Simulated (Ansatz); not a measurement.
WC:
```xyz
6
Lattice="4.1851 0.0000 0.0000 0.0000 4.1851 0.0000 0.0000 0.0000 4.1851" Properties=species:S:1:pos:R:3 pbc="T T T"
W      0.0000     2.0926     2.0926
W      2.0926     0.0000     2.0926
W      2.0926     2.0926     0.0000
C      2.0926     0.0000     0.0000
C      0.0000     2.0926     0.0000
C      0.0000     0.0000     2.0926
```

Relaxed with PBEsol. Special points in fractions of this cell's reciprocal vectors: Γ (0.000, 0.000, 0.000); X (0.000, 0.500, 0.000); M (0.500, 0.500, 0.000); R (0.500, 0.500, 0.500).

Q: List the band energies nearest the Fermi level at these points for the program Ansatz at the PBEsol with spin–orbit coupling level (PAW).

A: In eV from the Fermi level; about four levels below and three above (degenerate sets whole), none deeper than 8.9 eV; points with the same levels are listed once.

```
k                    below                          above
-  -----------------------  -----------------------------
Γ  -0.30 -0.30 -0.30 -0.30  0.16 0.16 0.59 0.59 0.59 0.59
X  -0.91 -0.91 -0.25 -0.25            0.07 0.07 0.50 0.50
M  -1.09 -1.09 -0.67 -0.67            1.60 1.60 1.83 1.83
R  -0.42 -0.42 -0.42 -0.42            0.24 0.24 3.34 3.34
```

Space group Pm-3m. The start of the workflow was typed in or built on a structure type; neither database checked (COD, Materials Project) lists it. It is not the phase usual at ambient conditions (space group No. 187). The cell was relaxed with PBEsol under the symmetry of its start; whether a distortion lowers the energy is not shown. The run is not spin-polarised. Its formation energy is positive at this level, so the cell may be metastable or incomplete.

Potentials: the earlier of the program's two PAW sets. The files were generated under PBE; for other functionals the program regenerates the frozen cores, and for LDA and PBEsol the local potential too.
